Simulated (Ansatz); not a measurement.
PbSe:
```
CELL_PARAMETERS angstrom
      2.14531    -6.05178     0.00000
      2.14531     6.05178     0.00000
      0.00000     0.00000     4.44138
ATOMIC_POSITIONS crystal
  Pb 0.63002 0.36998 0.75000
  Pb 0.36998 0.63002 0.25000
  Se 0.86196 0.13804 0.75000
  Se 0.13804 0.86196 0.25000
```

Relaxed with r²SCAN+D4. Special points in fractions of this cell's reciprocal vectors: Γ (0.000, 0.000, 0.000); Y (-0.500, 0.500, 0.000); C0 (-0.281, 0.719, 0.000); Σ0 (0.281, 0.281, 0.000); Z (0.000, 0.000, 0.500); A0 (0.281, 0.281, 0.500); E0 (-0.281, 0.719, 0.500); T (-0.500, 0.500, 0.500); S (0.000, 0.500, 0.000); R (0.000, 0.500, 0.500).

### Question
List the band energies nearest the valence-band maximum at these points for DFT-r²SCAN+D4 in the program Ansatz with PAW potentials.

### Answer
In eV from the valence-band maximum; about four levels below and three above (degenerate sets whole), none deeper than 8.9 eV; points with the same levels are listed once.

| k | below | above |
|---|---|---|
| Γ | -2.38 -1.79 -1.51 -0.59 | 4.74 4.78 4.94 |
| Y | -2.07 -1.85 -1.29 -0.71 | 1.29 4.48 4.74 |
| C0 | -1.32 -1.32 -0.60 -0.47 | 1.56 1.65 1.80 |
| Z | -1.10 -1.10 -0.13 -0.13 | 1.75 1.75 2.53 2.53 |
| A0 | -2.90 -2.90 -1.52 -1.52 | 3.32 3.32 5.99 5.99 |
| T | -1.14 -1.14 -0.48 -0.48 | 1.58 1.58 3.03 3.03 |
| S | -1.44 -1.13 -0.61 -0.33 | 1.78 1.79 1.95 |
| R | -3.32 -3.32 -1.46 -1.46 | 3.40 3.40 5.78 5.78 |

Space group Cmcm. The workflow started from a Materials Project entry (that database holds measured and hypothetical structures alike); the Crystallography Open Database copy checked does not list it. It is not the phase usual at ambient conditions (space group No. 225). Symmetry was held in the r²SCAN+D4 relaxation; its stability against distortions is not shown here. Spin–orbit coupling is left out wherever it is not named.

Potentials: the later of the program's two PAW sets.
